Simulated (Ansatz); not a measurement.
Trial structure of Ga3Se, not yet relaxed:

```cif
data_structure
_symmetry_space_group_name_H-M 'P 1'
_symmetry_Int_Tables_number 1
_cell_length_a 4.4166
_cell_length_b 4.4166
_cell_length_c 5.2403
_cell_angle_alpha 90.000
_cell_angle_beta 90.000
_cell_angle_gamma 90.000
_cell_volume 102.22
loop_
_atom_site_label
_atom_site_type_symbol
_atom_site_fract_x
_atom_site_fract_y
_atom_site_fract_z
_atom_site_occupancy
Ga1 Ga 0.00000 0.00000 0.99078 1
Ga2 Ga 0.50000 0.00000 0.81059 1
Ga3 Ga 0.00000 0.50000 0.81059 1
Se1 Se 0.00000 0.00000 0.33491 1
```

Computed with DFT PBE, scalar-relativistic, plane waves, PAW in Ansatz 0.2.0. Cutoff 420 eV; k points 4×4×4 on the computed 4-atom cell (Γ-centred); Gaussian smearing, width 0.10 eV; no spin polarisation.

Energies over the elements count from the elements' standard structures at the same level, with no fitted energy shifts.

Problem. Estimate its pressure, forces and energy as it stands.

Solution. The pressure is 22.1 GPa (the mean over three directions, positive in compression), the largest force is 17.83 eV/Å, and the energy is +1.09 eV/atom against the elements. The shortest distance is 1.80 Å, so close that the PAW spheres overlap strongly and these values are rough.

Problem. Is it a good guess?

Solution. A poor one: relaxing gains about 1.1 eV/atom (the start's value is from the coarse mesh, so the gain is rough) in 20 ionic steps and ends at +0.01 eV/atom on the finer mesh. The symmetry stays P4mm (No. 99). The volume per atom grows by 9.9 %, from 25.6 to 28.1 Å³. The shortest distance goes from 1.80 Å (Ga–Se) to 2.59 Å (Ga–Se). The ratio c/a of the conventional cell changes by a factor of 1.23. Conventional cell: a = 4.254 Å, c = 6.205 Å. Ga on a site of symmetry 4mm is surrounded by 1 Se at 2.59 Å and 4 Ga at 2.79 Å; Ga on a site of symmetry 2mm is surrounded by 2 Ga at 2.79 Å, 2 Se at 2.79 Å and 4 Ga at 3.01 Å; around Se lie 1 Ga at 2.59 Å and 4 Ga at 2.79 Å.

The last run used a 12×12×8 mesh (in the run's order of axes) for its 4-atom cell and Gaussian smearing of 0.10 eV. For metals, differences of a few meV/atom aren't resolved. An odd number of electrons in the primitive cell allows no gap without spin; a larger cell or a magnetic state could open one. The reference form of Se is held partly by dispersion forces, which this level lacks. The relaxation can't lower the symmetry of the start, and the grade says only how near the guess is to its own end. Symmetry constrained the relaxation, so the result can be a saddle point. Another cell of Ga3Se relaxed alike, in R-3m, lies 162 meV/atom lower, so this cell isn't the stable form at this level.
